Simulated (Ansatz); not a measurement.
Molecular dynamics on a 1×1×1 supercell (8 atoms) of InBi₂S₄Br (C2/m), relaxed with r2SCAN+rVV10. Forces come from r2SCAN in the plane-wave code Ansatz: Langevin thermostat and barostat (NPT), 1300 K, steps of 1 fs. Classical nuclei, no spin polarisation; a few dozen steps show the first response, not equilibrium.

```yaml
crystal:
  lattice:
    - [6.2686102005, -1.9589494256, 0.0925822791]
    - [6.2686102005, 1.9589494256, 0.0925822791]
    - [-3.7801574161, 0.0, 7.815204368]
  atoms:
    - { symbol: In, position: [0.0, 0.0, 0.0] }
    - { symbol: Bi, position: [0.7908485357, 0.7908485357, 0.2647653475] }
    - { symbol: Bi, position: [0.2091514643, 0.2091514643, 0.7352346525] }
    - { symbol: S, position: [0.8384699142, 0.8384699142, 0.689084472] }
    - { symbol: S, position: [0.1615300858, 0.1615300858, 0.310915528] }
    - { symbol: S, position: [0.6232396139, 0.6232396139, 0.9439935177] }
    - { symbol: S, position: [0.3767603861, 0.3767603861, 0.0560064823] }
    - { symbol: Br, position: [0.5, 0.5, 0.5] }
kpoints:
  mp_grid: { grid: [4, 4, 2] }
hamiltonian:
  xc: r2scan
scf:
  occupations: { method: fermi_dirac, width: 0.112 }
md:
  ensemble: npt_langevin
  temperature: 1300
  timestep: 1.0
  n_steps: 20
  initial_velocities: maxwell_boltzmann
  seed: 1049
```

Command: `ansatz run input.yaml --threads 4 --pin off --max-ram 4608MiB --backend cpu --events-out ev --progress --plain --runs-dir out`.

Task: It ran on 4 threads of Arm Neoverse N1, on a shared host, load about 0.8 per core. About how long did it take, and how much host memory at the peak?

Result: About 6.2 min, with a peak of 1.4 GiB.

```csv
step,t (fs),T (K),free energy F from step 0 (meV/atom),kinetic energy (meV/atom),pressure (GPa),volume (Å³/atom),largest force (eV/Å)
0,0,1138,0.0,147.0,1.64,24.16,0.05
1,1,1182,0.1,152.7,1.72,24.16,0.08
2,2,1157,0.6,149.6,1.80,24.15,0.17
3,3,1132,1.4,146.3,1.89,24.15,0.28
4,4,1147,2.4,148.3,1.97,24.15,0.39
5,5,1143,3.7,147.7,2.04,24.16,0.50
6,6,1066,5.5,137.7,2.07,24.16,0.61
7,7,1077,7.5,139.2,2.15,24.17,0.73
8,8,1089,9.7,140.7,2.22,24.18,0.84
9,9,1057,12.1,136.7,2.25,24.20,0.95
10,10,1086,14.7,140.4,2.32,24.22,1.05
11,11,1030,17.7,133.2,2.38,24.23,1.16
12,12,1099,21.1,142.1,2.56,24.23,1.28
13,13,1021,24.6,131.9,2.67,24.23,1.39
14,14,963,28.2,124.4,2.80,24.22,1.49
15,15,1051,31.8,135.9,2.98,24.22,1.58
16,16,1063,35.6,137.4,3.10,24.23,1.68
17,17,981,39.4,126.7,3.16,24.24,1.77
18,18,814,43.0,105.2,3.16,24.25,1.86
19,19,823,46.4,106.4,3.26,24.26,1.93
20,20,853,49.9,110.3,3.37,24.27,2.01
```

The temperature starts at 1138 K, is lowest at step 18 (814 K, 18 fs) and ends at 853 K. The thermostat hasn't had time to restore it. The first value is 7/8 of the setting, since velocities are drawn without the motion of the centre of mass and T is counted over all atoms.

Positions (Å) and forces (eV/Å) at step 20:
```
cell (Å): 6.278 -1.962 0.093; 6.278 1.962 0.093; -3.786 0.000 7.827
In  -0.004  -0.022  -0.080     0.246   0.403   0.072
Bi   8.884  -0.030   2.189     1.819   0.068  -0.303
Bi  -0.175   0.057   5.803    -0.130  -0.223   0.103
S    7.887  -0.039   5.526     0.396   0.453  -0.095
S    1.057  -0.007   2.387    -2.004   0.024   0.120
S    4.375   0.020   7.426    -0.640  -0.057   0.577
S    4.536   0.174   0.538     0.414  -0.773  -0.078
Br   4.483  -0.077   4.116    -0.100   0.104  -0.396
```
